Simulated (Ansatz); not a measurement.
## HfSi: relaxation of cell and atoms

Method: Ansatz 0.2.0, DFT, PBEsol, PAW with Ansatz's default frozen-core files, scalar-relativistic.

Command: `ansatz run input.yaml --threads 1 --pin off --max-ram 3072MiB --backend cpu --events-out ev --progress --plain --runs-dir out` The run took 60 s on 1 thread of Arm Neoverse V2 (shared host), peak memory 0.43 GiB.

```yaml
crystal:
  lattice:
    - [4.0149533272, 0.0, 0.0]
    - [-2.0074766636, 3.4770515764, 0.0]
    - [0.0, 0.0, 6.0224299908]
  atoms:
    - { symbol: Hf, position: [0.0, 0.0, 0.0] }
    - { symbol: Hf, position: [0.0, 0.0, 0.5] }
    - { symbol: Si, position: [0.3333333333, 0.6666666667, 0.25] }
    - { symbol: Si, position: [0.6666666667, 0.3333333333, 0.75] }
kpoints:
  mp_grid: { grid: [10, 10, 6] }
scf:
  occupations: { method: fermi_dirac, width: 0.05 }
hamiltonian:
  xc: pbesol
  pseudopotentials: { kind: paw }
output:
  forces: true
  stress: true
  write_density: true
  write_potential: true
  elf: true
  volumetric_format: npy
relax:
  f_tol: 0.005
  max_steps: 80
  cell: {}
```

Spin–orbit coupling is left out, though it moves levels of the heavy atoms by tenths of an eV or more.

The cell is built from the NiAs type as a first guess.

The cutoff is 420 eV; energies and pressures of the walk include the program's estimate of the Pulay term. The PAW files were made with PBE; their cores are remade for this functional.

Each frame lists the cell vectors (Å), then Cartesian positions (Å); symmetry keeps all forces zero. Free energies count from the first step, -32440.2147 eV.

The walk took 6 evaluations in all; steps that aren't listed are left out.

Step 1: E = 0.0 meV, P = -3.48 GPa

```
cell 4.0150 0.0000 0.0000 -2.0075 3.4771 0.0000 0.0000 0.0000 6.0224
Hf    0.0000    0.0000    0.0000
Hf    0.0000    0.0000    3.0112
Si    0.0000    2.3180    1.5056
Si    2.0075    1.1590    4.5168
```

Step 2: E = -519.0 meV, P = -2.02 GPa

```
cell 3.8471 0.0000 0.0000 -1.9236 3.3317 0.0000 0.0000 0.0000 6.3161
Hf    0.0000    0.0000    0.0000
Hf    0.0000    0.0000    3.1581
Si    0.0000    2.2211    1.5790
Si    1.9236    1.1106    4.7371
```

Step 3: E = -665.9 meV, P = 2.71 GPa

```
cell 3.6674 0.0000 0.0000 -1.8337 3.1761 0.0000 0.0000 0.0000 6.5596
Hf    0.0000    0.0000    0.0000
Hf    0.0000    0.0000    3.2798
Si    0.0000    2.1174    1.6399
Si    1.8337    1.0587    4.9197
```

Step 4: E = -677.1 meV, P = -0.89 GPa

```
cell 3.6951 0.0000 0.0000 -1.8476 3.2001 0.0000 0.0000 0.0000 6.6374
Hf    0.0000    0.0000    0.0000
Hf    0.0000    0.0000    3.3187
Si    0.0000    2.1334    1.6594
Si    1.8476    1.0667    4.9781
```

**Question.** How does the relaxation end?

**Answer.** It converges, with a = 3.689 Å, b = 3.689 Å, c = 6.615 Å, α = 90.00°, β = 90.00°, γ = 120.00° (conventional cell, space group P6_3/mmc). The last solve (on a basis chosen afresh for the final cell, so its energy is not quite comparable) gives E = -679.8 meV, P = -0.01 GPa:
```
cell 3.6893 0.0000 0.0000 -1.8447 3.1951 0.0000 0.0000 0.0000 6.6148
Hf    0.0000    0.0000    0.0000
Hf    0.0000    0.0000    3.3074
Si    0.0000    2.1300    1.6537
Si    1.8447    1.0650    4.9611
```
